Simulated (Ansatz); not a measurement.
Profile along the Sc–Sc line in Sc (fcc, Cu type)

Sc (fcc, Cu type)

```
CELL_PARAMETERS angstrom
      0.00000     2.23618     2.23618
      2.23618     0.00000     2.23618
      2.23618     2.23618     0.00000
ATOMIC_POSITIONS crystal
  Sc 0.00000 0.00000 0.00000
```

Fields along a shortest Sc–Sc line of a {100} plane (3.16 Å), from Sc to Sc, interpolated on the slice's grid (step about 0.1 Å). Computed with LDA (plane waves to 420 eV, PAW, scalar-relativistic; Ansatz, an electronic-structure program). k mesh 18×18×18. Near the nuclei the fields are pseudised (PAW); where an atom keeps semicore shells as valence, they peak there. Sc is run without spin polarisation. Sc was relaxed with its symmetry unable to fall. This is one of several known forms of Sc; the measured ambient cells at hand have space group No. 194.

| distance from Sc (Å) | valence electron density (e/Å³) | electron localisation function |
|---|---|---|
| 0.00 | 7.46 | x |
| 0.16 | 7.40 | x |
| 0.32 | 6.71 | x |
| 0.47 | 4.93 | x |
| 0.63 | 2.75 | 0.74 |
| 0.79 | 1.19 | 0.60 |
| 0.95 | 0.46 | 0.27 |
| 1.11 | 0.23 | 0.11 |
| 1.26 | 0.15 | 0.11 |
| 1.42 | 0.13 | 0.18 |
| 1.58 | 0.13 | 0.22 |
| 1.74 | 0.13 | 0.18 |
| 1.90 | 0.15 | 0.11 |
| 2.05 | 0.23 | 0.11 |
| 2.21 | 0.46 | 0.27 |
| 2.37 | 1.19 | 0.60 |
| 2.53 | 2.75 | 0.74 |
| 2.69 | 4.93 | x |
| 2.84 | 6.71 | x |
| 3.00 | 7.40 | x |
| 3.16 | 7.46 | x |

x: too close to a nucleus for the ELF to mean much.

Density on the Sc–Sc line (3.16 Å) at its midpoint: 0.13 e/Å³. ELF at that point: 0.22.
